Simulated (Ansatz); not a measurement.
Geometry optimisation in Ansatz: input, command and trajectory.

```yaml
crystal:
  lattice:
    - [1.4613042032, 0.8436843751, 6.0860601467]
    - [-1.4613042032, 0.8436843751, 6.0860601467]
    - [0.0, -1.6873687502, 6.0860601467]
  atoms:
    - { symbol: Cr, position: [0.5, 0.5, 0.5], spin: 2.69 }
    - { symbol: Ag, position: [0.0, 0.0, 0.0] }
    - { symbol: O, position: [0.1127597853, 0.1127597853, 0.1127597853] }
    - { symbol: O, position: [0.8872402147, 0.8872402147, 0.8872402147] }
basis:
  ecutwfc: 500
kpoints:
  mp_grid: { grid: [12, 12, 12] }
hamiltonian:
  xc: r2scan
scf:
  occupations: { method: gaussian, width: 0.02 }
output:
  forces: true
  stress: true
  eigenvalues: true
  populations: true
magnetization:
  spin_polarized: true
relax:
  adjacent_minimum: "off"
  f_tol: 0.01
  max_steps: 30
  cell: { stress_tol: 0.1, fix: [volume] }
```

```bash
ansatz run input.yaml --threads 1 --pin off --max-ram 2560MiB --backend cpu --events-out ev --progress --plain --runs-dir out
```

All numbers below come from DFT r2SCAN, scalar-relativistic, plane waves, PAW in Ansatz 0.2.0.

The volume is held at 0.94 times that of the relaxed cell.

Of 4 frames 3 are shown, positions in Å and forces in eV/Å; the SCF threshold varies from step to step. Steps run on the plane waves of an earlier cell, with a Pulay correction in the pressure. The basis is chosen afresh for the last frame, the zero of the energies, and at times for earlier ones too; energy and pressure can step there, also at an unchanged geometry. Where two frames share a geometry here, they differ by under 2 meV/atom and 0.3 GPa.

```xyz
4
Lattice="1.4613 0.8437 6.0861 -1.4613 0.8437 6.0861 0.0000 -1.6874 6.0861" Properties=species:S:1:pos:R:3:forces:R:3 pbc="T T T" step=1 free_energy_over_end_meV_per_atom=0.69 pressure_GPa=11.94
Cr    0.0000    0.0000    9.1291    0.0000    0.0000    0.0000
Ag    0.0000    0.0000    0.0000    0.0000    0.0000    0.0000
O     0.0000    0.0000    2.0588    0.0000    0.0000   -0.1880
O     0.0000    0.0000   16.1994    0.0000    0.0000    0.1880
4
Lattice="1.4583 0.8419 6.1114 -1.4583 0.8419 6.1114 0.0000 -1.6839 6.1114" Properties=species:S:1:pos:R:3:forces:R:3 pbc="T T T" step=2 free_energy_over_end_meV_per_atom=0.03 pressure_GPa=11.42
Cr    0.0000    0.0000    9.1671    0.0000    0.0000    0.0000
Ag    0.0000    0.0000    0.0000    0.0000    0.0000    0.0000
O     0.0000    0.0000    2.0602    0.0000    0.0000   -0.0447
O     0.0000    0.0000   16.2741    0.0000    0.0000    0.0447
4
Lattice="1.4577 0.8416 6.1163 -1.4577 0.8416 6.1163 0.0000 -1.6832 6.1163" Properties=species:S:1:pos:R:3:forces:R:3 pbc="T T T" step=4 free_energy_over_end_meV_per_atom=0.00 pressure_GPa=11.30
Cr    0.0000    0.0000    9.1745    0.0000    0.0000    0.0000
Ag    0.0000    0.0000    0.0000    0.0000    0.0000    0.0000
O     0.0000    0.0000    2.0600    0.0000    0.0000   -0.0031
O     0.0000    0.0000   16.2889    0.0000    0.0000    0.0031
```

Time: 3.7 min on 1 thread of Arm Neoverse V2 (shared host), peak memory 0.84 GiB.

The state reached may not be the lowest one. The cell holds one magnetic atom, so it can only be ferromagnetic; an antiferromagnetic order may lie lower.